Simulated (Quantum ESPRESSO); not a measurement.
One change at a time to Ag3Hf2Zr3

All numbers below are calculated, not measured. They come from Quantum ESPRESSO 7.5, a public plane-wave density functional program. Each row is one single-point run on a made-up periodic cell of eight metal atoms, with elements, volume, strain and displacements drawn at random and not relaxed, so a cell may be unstable or far from any real phase. There is no spin polarisation or spin-orbit coupling.

Settings: PBE unless stated; PseudoDojo standard norm-conserving files; Fermi-Dirac width 0.25 eV, which means electrons at about 2900 K; cutoff 1143 eV; 8 x 5 x 3 k mesh shifted half a step off Gamma. E is the free energy of the whole cell (internal energy minus TS), so a -TS column is already part of it. Stress is positive in tension, and the pressure P is minus a third of its trace.

Checks: one run of this series was repeated at a higher cutoff and on a denser mesh, which moved values by no more than 0.003 eV, 0.06 GPa and 0.007 eV/Å, and a second program with other atomic files agreed on it to 2 % rms in force and 0.5 GPa in pressure. Known limits: heavy elements are run without spin-orbit coupling, which real alloys of them have; a spin test at this wide smearing found no moment, but such smearing suppresses magnetism that the real alloy may have.

The lattice is face-centred cubic, and the cell vectors in Å are (0.016, -2.143, -2.193); (2.128, 4.205, -2.127); (8.462, -4.191, 4.228), a volume of 155.57 Å³ in run 1. The elements on sites 1 to 8 are Hf Hf Ag Zr Zr Zr Ag Ag. Each later run makes one change to run 1 and keeps the rest. E is counted from run 1, and is n/a where other atomic files have another zero of energy.

```
run                           change  V (Å³)  P (GPa)  -TS (eV)  rms force (eV/Å)  largest change of a force component (eV/Å)  E (eV)
  1                             none  155.57     9.43    -1.634             0.528                                       0.000   0.000
  2          sites 6 and 8 exchanged  155.57     9.24    -1.671             0.505                                       0.683   0.044
  3    all lengths scaled by +1.27 %  161.57     4.91    -1.698             0.466                                       0.131       ?
  4           PBEsol in place of PBE  155.57     3.96    -1.633             0.493                                       0.099     n/a
  5                     Ti on site 1  155.57     5.60    -1.780             0.470                                       0.574     n/a
  6  site 6 moved by +0.06 Å along x  155.57     9.66    -1.629             0.601                                       0.485   0.078
```

## Worked estimate

Along a uniform scaling dE = -P dV. The mean of the two pressures is 7.170 GPa and the volume changes by 6.00 Å³, with 160.2 GPa to one eV/Å³. The same two rows give -V dP/dV = 119 GPa for this cell with clamped atoms, which is not the bulk modulus of a real alloy.

## Withheld value

Question: what E should run 3 give?

The estimate is -0.269 eV. The calculation gave -0.267 eV.
